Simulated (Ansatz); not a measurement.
**RuF₂ in the CdI2-type structure**

The computed numbers are results of PBEsol, scalar-relativistic (no spin polarisation) in the plane-wave PAW code Ansatz at 420 eV, 12×12×8 k-mesh, Gaussian smearing of 0.05 eV; PAW files: Ansatz's generated set soft_2.

```
Ru F
1.0
     3.21963    0.00000    0.00000
    -1.60981    2.78828    0.00000
     0.00000    0.00000    4.30563
Ru F
1 2
Cartesian
  0.0000 0.0000 0.0000
  0.0000 1.8589 0.9573
  1.6098 0.9294 3.3484
```

The start was a prototype's sites filled with these elements, not a measured cell.

Elastic constants come from the stress of slightly strained cells with relaxed atoms, in GPa, Voigt order xx, yy, zz, yz, xz, xy in the Cartesian frame of the vectors above.

```
149.49  61.91  12.34  -2.73   0.00   0.00
 61.91 149.49  12.34   2.73   0.00   0.00
 12.34  12.34   9.26   0.00   0.00   0.00
 -2.73   2.73   0.00   5.71   0.00   0.00
  0.00   0.00   0.00   0.00   5.71  -2.73
  0.00   0.00   0.00   0.00  -2.73  43.79
```

Q: Work out the Voigt, Reuss and Hill moduli.

A: Voigt: K = (C11 + C22 + C33 + 2(C12 + C13 + C23))/9 = 53 GPa, G = (C11 + C22 + C33 − C12 − C13 − C23 + 3(C44 + C55 + C66))/15 = 26 GPa. Reuss, from the compliances S = C⁻¹: K = 9.2 GPa, G = 8.3 GPa. Hill means: K = 31 GPa, G = 17.1 GPa.

Q: And Young's modulus, Poisson's ratio, Pugh's ratio and the anisotropy?

A: E = 9KG/(3K + G) = 43 GPa, ν = (3K − 2G)/(6K + 2G) = 0.27, K/G = 1.84 (over the 1.75 that Pugh's rule, made for metals, takes as the line between brittle and ductile), universal anisotropy index 5G_V/G_R + K_V/K_R − 6 = 15.4. The eigenvalues of C are 5.5, 5.5, 7.8, 44, 88, 213 GPa, all positive.

Voigt's and Reuss's shear moduli differ by over a factor of two, so their mean gives no reliable sound velocity or Debye temperature.

